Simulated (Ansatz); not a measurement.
MgTi4P6O24: Field gradients at the nuclei

The cell is a computed structure from the Materials Project (it need not be an observed phase), atoms as given.

```
Mg Ti P O
1.0
     4.32762    2.49855    6.97532
    -4.32762    2.49855    6.97532
     0.00000   -4.99711    6.97532
Mg Ti P O
1 4 6 24
Direct
  0.50000 0.50000 0.50000
  0.64681 0.64681 0.64681
  0.13333 0.13333 0.13333
  0.35319 0.35319 0.35319
  0.86667 0.86667 0.86667
  0.46947 0.04703 0.74478
  0.04703 0.74478 0.46947
  0.74478 0.46947 0.04703
  0.95297 0.25522 0.53053
  0.25522 0.53053 0.95297
  0.53053 0.95297 0.25522
  0.50921 0.88462 0.68188
  0.88462 0.68188 0.50921
  0.68188 0.50921 0.88462
  0.99648 0.20213 0.36500
  0.20213 0.36500 0.99648
  0.36500 0.99648 0.20213
  0.49079 0.11538 0.31812
  0.11538 0.31812 0.49079
  0.31812 0.49079 0.11538
  0.00352 0.79787 0.63500
  0.79787 0.63500 0.00352
  0.63500 0.00352 0.79787
  0.54934 0.75999 0.42041
  0.75999 0.42041 0.54934
  0.42041 0.54934 0.75999
  0.06203 0.90831 0.28087
  0.90831 0.28087 0.06203
  0.28087 0.06203 0.90831
  0.45066 0.24001 0.57959
  0.24001 0.57959 0.45066
  0.57959 0.45066 0.24001
  0.93797 0.09169 0.71913
  0.09169 0.71913 0.93797
  0.71913 0.93797 0.09169
```

Atom numbers follow the list; atoms alike are taken as one site, whose name carries the number of the first.

All values are calculated (Ansatz; DFT, PBE, plane waves and PAW, scalar-relativistic, 420 eV cutoff, Γ-centred 3×3×3 k-points, Fermi–Dirac smearing 0.02 eV), not measured.

V_zz is the principal component of the electric field gradient with the largest magnitude, η = (V_xx − V_yy)/V_zz and C_Q = eQV_zz/h. Directions are in the Cartesian axes of the cell vectors above, for the atom listed; none is given where the gradient is under 0.02 or η is above 0.95.

**Question.** What field gradients does the calculation give at each kind of site?

**Answer.** 

```tsv
site	first atom	first shell	V_zz (10²¹ V/m²)	η	direction of V_zz (x, y, z)
Mg	1	6 O at 2.18 Å	-1.35	0.00	0.00 0.00 1.00
Ti2	2	6 O at 1.88–2.09 Å	-0.079	0.00	0.00 0.00 1.00
Ti3	3	6 O at 1.92–1.96 Å	2.02	0.00	0.00 0.00 1.00
P	6	4 O at 1.52–1.56 Å	1.62	0.91	-0.44 0.08 0.89
O12	12	1 P at 1.56 Å, 1 Ti at 1.88 Å, angle 154°	9.78	0.07	-0.64 0.03 0.76
O15	15	1 P at 1.52 Å, 1 Ti at 1.96 Å, angle 162°	9.96	0.08	-0.31 -0.59 0.75
O24	24	1 P at 1.56 Å, 1 Ti at 2.09 Å, 1 Mg at 2.18 Å	9.56	0.61	-0.59 0.80 0.01
O27	27	1 P at 1.53 Å, 1 Ti at 1.92 Å, angle 145°	9.40	0.16	-0.41 0.91 0.08
```

An axis of threefold or higher order runs through Mg, Ti2 and Ti3, so V_zz lies along it and η is zero. At O12 and O27 V_zz points along the shorter of its two bonds, to P (within 8°) in each case. At O15 V_zz points along the line of its two bonds (within 5°). At O24 V_zz points along its shortest bond, to P (within 2°).

The largest force is 0.3 eV/Å, so the atoms aren't at the calculated equilibrium and relaxing them would move these values.
